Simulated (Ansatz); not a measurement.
Ansatz (an electronic-structure program) input:

Ansatz 0.2 input:
```yaml
crystal:
  lattice:
    - [0.0, 3.571939054, 3.571939054]
    - [3.571939054, 0.0, 3.571939054]
    - [3.571939054, 3.571939054, 0.0]
  atoms:
    - { symbol: K, position: [0.0, 0.0, 0.0] }
    - { symbol: I, position: [0.5, 0.5, 0.5] }
kpoints:
  mp_grid: { grid: [5, 5, 5] }
hamiltonian:
  xc: hse06
  pseudopotentials: { kind: paw }
magnetization: { noncollinear: true, spin_orbit: true }
scf:
  n_extra_bands: 12
  occupations: { method: gaussian, width: 0.02 }
output:
  eigenvalues: true
  eigenstates:
    e_range: [-9.0, 15.3]
    kpoints:
      - [0.0, 0.0, 0.0]  # VBM
      - [0.0, 0.0, 0.0]  # CBM
      - [0.0, 0.0, 0.0]  # GAMMA
      - [0.5, 0.0, 0.5]  # X
      - [0.5, 0.5, 0.5]  # L
      - [0.5, 0.25, 0.75]  # W
      - [0.375, 0.375, 0.75]  # K
      - [0.625, 0.25, 0.625]  # U
```

Output (shortened):

```
Pseudopotential: K, paw_fr, valence charge 9
Pseudopotential: I, paw_fr, valence charge 17
Functional definition: HSE06
non-collinear run that drives no moment, with spin-orbit …
Crystal: 2 atoms, lattice volume = 91.147 Å³
Basis set: ecut = 420 eV, 1807 PW (Γ)
Bands: 38, of which v1, the nominal top of the filled ones, is band 26 counted from 1 (25 counted from 0)
Symmetry: 48 space group operations + 48 with time reversal
k-points: 10 of 125
Projection manifold: j_resolved (fully-relativistic pseudo-atomic orbitals)
SCF iter   1: F=—  HF=-9057.931744 eV  |F-HF|=—  |Δ(HF+E_count)|=         —  Δρ=3.89e-2  dr2=2.70e0  dr2_m=0.00e0 (ungated)  ethr=1.00e-1  |M|=0.00e0 ∫|m|=0.00e0 μB  |m|>n=0.0e0 m-floor=0.0e0 τ_xc=0.0e0  β_m=0.30  ⟨swp⟩=8.9  Hψ=1522  notcnv=0
preconditioner: auto → none
SCF iter   2: F=—  HF=-9056.918603 eV  |F-HF|=—  |Δ(HF+E_count)|=    1.01e0  Δρ=1.69e-2  dr2=4.41e-1  dr2_m=0.00e0 (ungated)  ethr=1.04e-2  |M|=0.00e0 ∫|m|=0.00e0 μB  |m|>n=0.0e0 m-floor=0.0e0 τ_xc=0.0e0  β_m=0.39  ⟨swp⟩=4.8  Hψ=1070  notcnv=0  defer=14
iter 3 solved again at ethr=8.65e-5 eV; its pass at ethr=1.70e-3 eV (dr2=2.25e-2 eV) is discarded
SCF iter   3: F=—  HF=-9056.746470 eV  |F-HF|=—  |Δ(HF+E_count)|=   1.72e-1  Δρ=5.17e-3  dr2=2.26e-2  dr2_m=0.00e0 (ungated)  ethr=8.65e-5  |M|=0.00e0 ∫|m|=0.00e0 μB  |m|>n=0.0e0 m-floor=0.0e0 τ_xc=0.0e0  β_m=0.51  ⟨swp⟩=3.0  Hψ=2002  notcnv=0  defer=2
SCF iter   4: F=—  HF=-9056.751639 eV  |F-HF|=—  |Δ(HF+E_count)|=   5.17e-3  Δρ=1.76e-3  dr2=2.66e-3  dr2_m=0.00e0 (ungated)  ethr=8.65e-5  |M|=0.00e0 ∫|m|=0.00e0 μB  |m|>n=0.0e0 m-floor=0.0e0 τ_xc=0.0e0  β_m=0.60  ⟨swp⟩=4.8  Hψ=992  notcnv=0
SCF iter   5: F=-9056.753552 eV  HF=-9056.753516 eV  |F-HF|=3.62e-5  |Δ(HF+E_count)|=   1.88e-3  Δρ=2.92e-4  dr2=6.06e-5  dr2_m=0.00e0 (ungated)  ethr=1.02e-5  |M|=0.00e0 ∫|m|=0.00e0 μB  |m|>n=0.0e0 m-floor=0.0e0 τ_xc=0.0e0  ⟨swp⟩=4.0  Hψ=918  notcnv=0  defer=2
SCF 1 stopped early in 5 iterations: F = -9056.753552 eV  dr2 = 6.06e-5
Crystal: 2 atoms, lattice volume = 91.147 Å³
Projection manifold: j_resolved (fully-relativistic pseudo-atomic orbitals)
Exchange kernel: α = 0.2500, screened, ω = 0.2079 Å⁻¹, Wigner–Seitz truncation, v(0) = 1046.7957 eV·Å³, q-mesh 5×5×5, nearest image of the exchange supercell L …
Frozen-core exchange: fock
SCF iter   1: F=—  HF=-9057.197694 eV  |F-HF|=—  |Δ(HF+E_count)|=         —  Δρ=1.56e-3  dr2=2.88e-3  dr2_m=0.00e0 (ungated)  ethr=2.33e-6  |M|=0.00e0 ∫|m|=0.00e0 μB  |m|>n=0.0e0 m-floor=0.0e0 τ_xc=0.0e0  β_m=0.30  ⟨swp⟩=9.0  Hψ=1954  notcnv=0
preconditioner: auto → none
SCF iter   2: F=—  HF=-9057.197369 eV  |F-HF|=—  |Δ(HF+E_count)|=   3.25e-4  Δρ=9.00e-4  dr2=8.86e-4  dr2_m=0.00e0 (ungated)  ethr=2.33e-6  |M|=0.00e0 ∫|m|=0.00e0 μB  |m|>n=0.0e0 m-floor=0.0e0 τ_xc=0.0e0  β_m=0.65  ⟨swp⟩=3.8  Hψ=996  notcnv=0
SCF iter   3: F=—  HF=-9057.197371 eV  |F-HF|=—  |Δ(HF+E_count)|=   2.25e-6  Δρ=1.81e-4  dr2=2.27e-4  dr2_m=0.00e0 (ungated)  ethr=2.33e-6  |M|=0.00e0 ∫|m|=0.00e0 μB  |m|>n=0.0e0 m-floor=0.0e0 τ_xc=0.0e0  β_m=0.78  ⟨swp⟩=3.6  Hψ=910  notcnv=0
SCF iter   4: F=—  HF=-9057.199476 eV  |F-HF|=—  |Δ(HF+E_count)|=   2.10e-3  Δρ=1.26e-4  dr2=1.41e-5  dr2_m=0.00e0 (ungated)  ethr=1.60e-7  |M|=0.00e0 ∫|m|=0.00e0 μB  |m|>n=0.0e0 m-floor=0.0e0 τ_xc=0.0e0  β_m=0.78  ⟨swp⟩=4.4  Hψ=1314  notcnv=0
SCF iter   5: F=—  HF=-9057.199477 eV  |F-HF|=—  |Δ(HF+E_count)|=   9.17e-7  Δρ=1.42e-5  dr2=2.57e-6  dr2_m=0.00e0 (ungated)  ethr=4.61e-8  |M|=0.00e0 ∫|m|=0.00e0 μB  |m|>n=0.0e0 m-floor=0.0e0 τ_xc=0.0e0  β_m=0.87  ⟨swp⟩=2.0  Hψ=642  notcnv=0
SCF iter   6: F=-9057.199501 eV  HF=-9057.199502 eV  |F-HF|=4.45e-7  |Δ(HF+E_count)|=   2.49e-5  Δρ=2.11e-5  dr2=7.57e-7  dr2_m=0.00e0 (ungated)  ethr=6.64e-10  |M|=0.00e0 ∫|m|=0.00e0 μB  |m|>n=0.0e0 m-floor=0.0e0 τ_xc=0.0e0  ⟨swp⟩=5.2  Hψ=1536  notcnv=0  defer=6
SCF 2 stopped early in 6 iterations: F = -9057.199501 eV  dr2 = 7.57e-7
hybrid outer 1: dexx = +2.292e-3 eV, tail = 7.53e-6 eV
Crystal: 2 atoms, lattice volume = 91.147 Å³
Projection manifold: j_resolved (fully-relativistic pseudo-atomic orbitals)
Exchange kernel: α = 0.2500, screened, ω = 0.2079 Å⁻¹, Wigner–Seitz truncation, v(0) = 1046.7957 eV·Å³, q-mesh 5×5×5, nearest image of the exchange supercell L …
Frozen-core exchange: fock
SCF iter   1: F=—  HF=-9057.199500 eV  |F-HF|=—  |Δ(HF+E_count)|=         —  Δρ=3.03e-5  dr2=7.38e-7  dr2_m=0.00e0 (ungated)  ethr=1.45e-7  |M|=0.00e0 ∫|m|=0.00e0 μB  |m|>n=0.0e0 m-floor=0.0e0 τ_xc=0.0e0  β_m=0.30  ⟨swp⟩=6.5  Hψ=1112  notcnv=0
preconditioner: auto → none
iter 2 solved again at ethr=2.30e-10 eV; its pass at ethr=2.64e-9 eV (dr2=5.98e-8 eV) is discarded
SCF iter   2: F=-9057.199499 eV  HF=-9057.199499 eV  |F-HF|=3.43e-8  |Δ(HF+E_count)|=   2.84e-7  Δρ=1.49e-5  dr2=6.42e-8  dr2_m=0.00e0 (ungated)  ethr=2.30e-10  |M|=0.00e0 ∫|m|=0.00e0 μB  |m|>n=0.0e0 m-floor=0.0e0 τ_xc=0.0e0  ⟨swp⟩=2.4  Hψ=1392  notcnv=0
SCF 3 converged in 2 iterations: F = -9057.199499 eV  dr2 = 6.42e-8
hybrid outer 2: dexx = +6.566e-8 eV, tail = 1.51e-7 eV, Δε = 2.77e-3 eV (about 5.28e-4 eV left of the loop's levels)
NSCF: frozen V_eff on 8 k-points
hybrid SCF converged: 2 outer / 8 inner (+5 warm-up), last move |dexx| = 6.57e-8 eV, tail = 1.51e-7 eV
Stability not checked (fock_operator)
Magnetization: |M| = 0.0000 μB,  M = (+0.0000, +0.0000, +0.0000) μB
Absolute magnetization: 0.0000 μB (∫|m|)
  site 0: m = (+0.0000, +0.0000, +0.0000) μB, |m| = 0.0000 μB  (R = 1.47 Å)
  site 1: m = (+0.0000, +0.0000, +0.0000) μB, |m| = 0.0000 μB  (R = 1.47 Å)
Free energy (F): -9057.199499 eV
Frozen-core exchange: fock
Harris-Foulkes:  -9057.199500 eV  (|F-HF|=3.43e-8)
Internal energy: -9057.199499 eV  (E = F + TS)
E sigma→0 (E₀):  -9057.199499 eV
Fermi energy:    3.906786 eV
--- Per-component energies (eV) ---
  E_band       = -581.305616
  E_kinetic    = 442.964984
  E_local      = -2869.083931  (includes V_loc(G=0)·N_el)
  E_nonlocal   = -77.004180
  E_hartree    = 1358.498513
  E_xc         = -211.466663
  E_vxc        = -233.997677  (∫ρ·V_xc dr)
  E_exx        = -74.294916  (= α·E_x^exact, valence–valence)
  E_paw        = -5580.569268  (= ΣΔE_a)
  E_vpaw       = -412.581192  (= ΣTr[D̂ρ^β])
  E_aug_tail   = -0.000004  (compensation charges beyond the density's cutoff)
  E_ewald      = -2045.753304
  E_core_change = -0.490729  (= ΣΔE_core)
  E_smearing   =  0.000000  (= −TS)
  E_closure    = 0.000000  (closes the sum)
  Σ components = -9057.199499   (vs F -9057.199499, Δ=0.00e0)
  [band-id]    e_kinetic+e_local+e_nonlocal+2·e_hartree+e_vxc+2·e_exx+e_vpaw+e_augmentation_tail = -581.294808   (vs E_band -581.305616, Δ=1.08e-2)
--- Band table (eV; the first three rows and the last of 10) ---
  k-point 0: bands = ["-44.6847", "-44.6847", "-44.6847", "-44.6847", "-42.9417", "-42.9417", "-42.9417", "-42.9417", "-42.9400", "-42.9400", "-29.5684", "-29.5684", "-11.8833", "-11.8833", "-11.6078", "-11.6078", "-11.6078", "-11.6078", "-10.0100", …
  k-point 1: bands = ["-44.6846", "-44.6846", "-44.6846", "-44.6846", "-42.9417", "-42.9417", "-42.9416", "-42.9416", "-42.9399", "-42.9399", "-29.5678", "-29.5678", "-11.9002", "-11.9002", "-11.6415", "-11.6415", "-11.6082", "-11.6082", "-9.9124", "-9.9124", …
  k-point 2: bands = ["-44.6846", "-44.6846", "-44.6846", "-44.6846", "-42.9416", "-42.9416", "-42.9416", "-42.9416", "-42.9399", "-42.9399", "-29.5668", "-29.5668", "-11.9331", "-11.9331", "-11.6818", "-11.6818", "-11.6089", "-11.6089", "-9.7605", "-9.7605", …
  k-point 9: bands = ["-44.6846", "-44.6846", "-44.6846", "-44.6846", "-42.9416", "-42.9416", "-42.9416", "-42.9416", "-42.9399", "-42.9399", "-29.5661", "-29.5661", "-11.9170", "-11.9170", "-11.6596", "-11.6596", "-11.6275", "-11.6275", "-9.7981", "-9.7981", …
```

Cost: around 8 core-minutes (rough) on shared cores.

The points marked VBM and CBM come from a semilocal run.

Space group Fm-3m (rock salt). The cell was relaxed with HSE06 under the symmetry of its start.

Potentials: the later of the program's two PAW sets.

Ansatz is a plane-wave DFT program.
